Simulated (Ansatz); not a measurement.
## AlFe₂ (P6/mmm): electronic heat capacity from the density of states

The calculation used Ansatz 0.2.0, DFT r2SCAN, scalar-relativistic, plane waves, PAW.

Cutoff 500 eV; k points 12×12×16 on the computed 3-atom cell (Γ-centred); Gaussian smearing, width 0.10 eV; collinear spin from starting moments 0 2.91 2.91 μB.

Relaxed cell: P6/mmm, a = 4.165 Å, b = 4.165 Å, c = 2.536 Å, α = 90.00°, β = 90.00°, γ = 120.00°, 3 atoms in the primitive cell. Whether it is the stable form of this composition wasn't checked.

The density of states at the Fermi level is 1.638 states/eV in the cell of 3 atoms (1 formula unit; both spins, tetrahedra on a 18×18×24 mesh). The run ends with a moment of 5.13 μB a cell (largest on a site 2.65 μB), and the figure is for this state; a paramagnetic sample can have a quite different one. Another magnetic order, if the compound takes it, can change N(E_F) and the shape of the cell a good deal.

**Question.** What Sommerfeld coefficient does this give?

**Answer.** Per formula unit N(E_F) = 1.638 states/eV. γ = (π²/3) k_B² N(E_F) N_A = 2.357 mJ/(mol K²) per state/eV, so γ = 3.9 mJ/(mol K²), a mole of formula units. This is the bare band result: a measured γ of the same phase and magnetic order is as a rule larger by a factor 1 + λ from phonons and spin fluctuations. N(E_F) at one energy is sensitive to the mesh where the density of states has sharp peaks.

The state reached may not be the lowest one. Only parallel moments were tried here.

Only this magnetic start was tried.

Cost: 1 run of about 2 core-minutes, on Arm Neoverse V1 (shared hosts).